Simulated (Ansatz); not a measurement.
SnIr₃N (anti-perovskite, Pm-3m) at seven volumes, PBEsol (plane waves, PAW; program Ansatz), scaled uniformly. One row is withheld.

```csv
V (Å³/atom),P (GPa)
12.826,?
13.249,18.51
13.672,8.43
14.095,0.00
14.518,-7.03
14.940,-12.89
15.363,-17.76
```

**Question.** Fit the shown pressures and predict the withheld one.

**Answer.** Third-order Birch–Murnaghan: P = (3/2)B₀(x^(7/2) − x^(5/2))[1 + (3/4)(B′ − 4)(x − 1)] with x = (V₀/V)^(2/3). Least squares on the six rows gives V₀ = 14.095 Å³/atom, B₀ = 256.0 GPa, B′ = 5.03. At V = 12.826, x = 1.0649 and P = 30.64 GPa. The run itself gave 30.55 GPa.

The start of the workflow was typed in or built on a structure type; neither database checked (COD, Materials Project) lists it. Whether it is the stable phase at ambient conditions was not checked. Symmetry was held in the PBEsol relaxation. At this level the phase is dynamically unstable (imaginary phonons). The workflow began spin-polarised and lost its moments. The volume moved by 18 % from the start of the relaxation. Its formation energy is positive at this level, so the cell may be metastable or incomplete. Spin–orbit coupling is left out wherever it is not named.

Potentials: the earlier of the program's two PAW sets. The files were generated under PBE; for other functionals the program regenerates the frozen cores, and for LDA and PBEsol the local potential too.
